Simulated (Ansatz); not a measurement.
ZrTiO4:
```xyz
12
Lattice="4.7251 0.0000 0.0000 0.0000 5.0759 0.0000 0.0000 0.0000 5.6278" Properties=species:S:1:pos:R:3 pbc="T T T"
Zr     0.0000     2.5379     2.3764
Zr     2.3625     0.0000     3.2514
Ti     0.0000     0.0000     0.3920
Ti     2.3625     2.5379     5.2358
O      3.4821     0.8990     4.9254
O      1.2430     4.1768     4.9254
O      1.1195     1.6389     0.7024
O      3.6056     3.4370     0.7024
O      1.3358     1.7239     3.6549
O      3.3893     3.3520     3.6549
O      3.6983     0.8140     1.9729
O      1.0268     4.2618     1.9729
```

Cartesian axes are those of the cell as given.

Task: Give the high-frequency dielectric tensor and the Born effective charge tensors of the independent atoms from DFPT, the program Ansatz at the PBEsol level (PAW).

Result: 
ε∞:
```
6.56  0.00  0.00
0.00  6.43  0.00
0.00  0.00  5.78
```
Z* of atom 1 (Zr), rows: field, columns: displacement, in e:
```
 5.76  -0.59   0.00
 0.18   5.92   0.00
 0.00   0.00   5.74
```
Z* of atom 3 (Ti), rows: field, columns: displacement, in e:
```
 6.65  -0.22   0.00
-0.50   6.57   0.00
 0.00   0.00   5.16
```
Z* of atom 5 (O), rows: field, columns: displacement, in e:
```
-3.31   1.45  -1.37
 1.40  -3.17   0.19
-1.20   0.16  -2.57
```
Z* of atom 9 (O), rows: field, columns: displacement, in e:
```
-2.90   1.03  -1.27
 0.89  -3.07  -0.34
-1.23  -0.12  -2.88
```

Space group P2_12_12. The workflow started from a Materials Project entry (that database holds measured and hypothetical structures alike); the Crystallography Open Database copy checked does not list it. With Zr and Ti taken as one species the cell has the higher symmetry Pbcn, so it may be an ordered model of a mixed-site phase. Whether it is the stable phase at ambient conditions was not checked. The cell was relaxed with PBEsol under the symmetry of its start; whether a distortion lowers the energy is not shown. The run is not spin-polarised. Spin–orbit coupling is left out wherever it is not named.

Potentials: the later of the program's two PAW sets.
